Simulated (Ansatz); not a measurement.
P (simple cubic, Pm-3m), a = b = c = 2.422 Å, α = β = γ = 90.00°.

Relaxed with r²SCAN+D4.

Problem. Which orbitals make up the states near the Fermi level in r²SCAN+D4 in the plane-wave PAW code Ansatz?

Solution. Within 0.5 eV of the Fermi level: P 3p 79 %, P 3s 14 %, outside the projected shells 7 %. Projections are on Löwdin-orthogonalised atomic valence shells; empty p or d shells of many metals are not among them.

Problem. Tabulate the density of states.

Solution. States/eV per cell of 1 atom, in 0.25 eV bins, energy from the Fermi level.

```
E (eV)  total  P 3p  P 3s
------  -----  ----  ----
-7.85    0.28  0.21  0.07
-7.60    0.28  0.22  0.06
-7.35    0.29  0.23  0.05
-7.10    0.30  0.25  0.05
-6.85    0.32  0.27  0.05
-6.60    0.33  0.28  0.05
-6.35    0.36  0.31  0.05
-6.10    0.39  0.34  0.04
-5.85    0.46  0.41  0.04
-5.60    0.47  0.42  0.04
-5.35    0.46  0.41  0.04
-5.10    0.44  0.40  0.04
-4.85    0.45  0.40  0.04
-4.60    0.43  0.38  0.04
-4.35    0.42  0.37  0.04
-4.10    0.43  0.37  0.05
-3.85    0.41  0.36  0.05
-3.60    0.41  0.35  0.05
-3.35    0.42  0.35  0.05
-3.10    0.41  0.34  0.05
-2.85    0.40  0.33  0.05
-2.60    0.40  0.33  0.06
-2.35    0.44  0.37  0.06
-2.10    0.42  0.35  0.06
-1.85    0.40  0.33  0.06
-1.60    0.37  0.31  0.05
-1.35    0.36  0.29  0.05
-1.10    0.34  0.27  0.05
-0.85    0.34  0.27  0.05
-0.60    0.31  0.25  0.04
-0.35    0.30  0.24  0.04
-0.10    0.30  0.23  0.04
0.15     0.29  0.23  0.04
0.40     0.27  0.21  0.04
0.65     0.27  0.21  0.04
0.90     0.27  0.20  0.04
1.15     0.30  0.21  0.05
1.40     0.33  0.21  0.06
1.65     0.35  0.20  0.06
1.90     0.37  0.21  0.06
2.15     0.39  0.21  0.07
2.40     0.40  0.21  0.07
2.65     0.41  0.21  0.07
2.90     0.44  0.22  0.07
3.15     0.44  0.22  0.06
3.40     0.44  0.22  0.06
3.65     0.44  0.22  0.06
3.90     0.48  0.23  0.06
4.15     0.47  0.23  0.05
4.40     0.49  0.23  0.05
4.65     0.53  0.25  0.05
```

This is a known high-pressure phase of the composition, computed here at zero pressure and temperature. The cell was relaxed with r²SCAN+D4 under the symmetry of its start; phonons on a q-mesh show no instability. The volume moved by -29 % from the start of the relaxation.

Potentials: the later of the program's two PAW sets.
